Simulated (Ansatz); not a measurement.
KBr (rock salt, Fm-3m), a = 6.706 Å, b = 6.706 Å, c = 6.706 Å, α = 90.00°, β = 90.00°, γ = 90.00°; the cell used has 2 atoms.

Relaxed with PBE.

Q: Decompose the optical modes at the zone centre into irreducible representations, and say which are infrared and Raman allowed.

A: Point group m-3m: Γ_opt = T1u. Infrared: T1u. Raman: none.

Q: Assign frequencies (DFPT, plane-wave PAW PBE (Ansatz code); without the LO–TO term).

A: T1u 100 cm⁻¹.

Symmetry was held in the PBE relaxation; phonons on a q-mesh show no instability.

Potentials: the later of the program's two PAW sets.
